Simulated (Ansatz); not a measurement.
Total density of states per atom from r²SCAN in the plane-wave PAW code Ansatz, in 0.25 eV bins, energy from the Fermi level:

(E (eV), states/eV/atom): (-7.85, 0.40); (-7.60, 0.16); (-7.35, 0.00); (-7.10, 0.00); (-6.85, 0.03); (-6.60, 0.16); (-6.35, 0.40); (-6.10, 0.77); (-5.85, 1.05); (-5.60, 0.79); (-5.35, 1.14); (-5.10, 1.69); (-4.85, 1.26); (-4.60, 1.13); (-4.35, 0.51); (-4.10, 0.10); (-3.85, 0.00); (-3.60, 0.00); (-3.35, 0.00); (-3.10, 0.00); (-2.85, 0.07); (-2.60, 0.59); (-2.35, 0.68); (-2.10, 0.77); (-1.85, 0.55); (-1.60, 0.27); (-1.35, 0.10); (-1.10, 0.12); (-0.85, 0.15); (-0.60, 0.19); (-0.35, 0.24); (-0.10, 0.29); (0.15, 0.34); (0.40, 0.40); (0.65, 0.42); (0.90, 0.51); (1.15, 0.61); (1.40, 0.71); (1.65, 0.74); (1.90, 0.76); (2.15, 0.84); (2.40, 1.06); (2.65, 1.19); (2.90, 1.32); (3.15, 1.57); (3.40, 1.53); (3.65, 1.54)

Problem. Which of these materials gives this?
A) Nb5Si3, I4/mcm (Nb on 16l, Nb on 4c, Si on 8h, Si on 4a)
B) Pd3S, Cmcm (Pd on 8g, Pd on 4b, S on 4c)
C) SiNi6Ge, P4/mmm (Pearson symbol tP8)
D) Y4SiS3, I4/mmm (Pearson symbol tI16)

Solution. D, Y4SiS3, I4/mmm (Pearson symbol tI16). Within 0.5 eV of the Fermi level: Y 4d 80 %, S 3p 7 %, Si 3p 6 %. Projections are on Löwdin-orthogonalised atomic valence shells; empty p or d shells of many metals are not among them.

The first step of the workflow began from a Materials Project structure, measured or hypothetical; the Crystallography Open Database copy checked does not list it. Whether it is the stable phase at ambient conditions was not checked. The cell was relaxed with r²SCAN under the symmetry of its start; its stability against distortions is not shown here. No spin polarisation was allowed. Spin–orbit coupling is left out wherever it is not named.

Potentials: the earlier of the program's two PAW sets.
